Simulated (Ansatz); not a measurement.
Starting cell, TiAl$_{3}$ (D022 type, space group I4/mmm):

```
CELL_PARAMETERS angstrom
     -1.92294     1.92294     4.30997
      1.92294    -1.92294     4.30997
      1.92294     1.92294    -4.30997
ATOMIC_POSITIONS crystal
  Al 0.50000 0.50000 0.00000
  Al 0.75000 0.25000 0.50000
  Al 0.25000 0.75000 0.50000
  Ti 0.00000 0.00000 0.00000
```

In this cell atom 2 (Al, nearest neighbour Al at 2.719 Å; its periodic images, 3.8 Å or more away, move with it) is moved by s towards the nearest neighbour, unit vector (0.707, -0.707, 0.000); all other atoms and the cell stay fixed.

Level of theory: PBE (plane waves to 420 eV, PAW, scalar-relativistic; Ansatz, a first-principles code). k mesh 14×14×14 (Γ-centred), Fermi-Dirac smearing 0.05 eV. The energy includes the smearing's −TS. With partly filled bands, energies and forces of such displacements shift with the k mesh and the smearing. TiAl3 is run without spin polarisation. TiAl3 was relaxed with its symmetry unable to fall. ΔE is measured from the undisplaced structure. The last digit holds for this mesh only.

```
s (Å)   ΔE (meV/cell)
------  -------------
-0.540         1240.1
-0.432          735.5
-0.324          389.0
-0.216          165.2
-0.108           40.1
0.000             0.0
0.108            40.1
0.216           165.2
0.324           389.0
0.432           735.5
0.540          1240.1
```

Problem. What force constant k = d²E/ds² at s = 0 does the table give?

Solution. 6.8 eV/Å². It is the second difference of the nearest points, corrected with the next pair.

Problem. With k = 6.82 eV/Å² from the forces, is the well harmonic out to s = 0.540 Å?

Solution. ½ks² = 994 meV/cell against the computed 1240 meV/cell, so the well is stiffer than harmonic there.

(For displaced atoms, the force is minus the slope of the energy, and its curvature is a force constant, which sets phonon frequencies.)
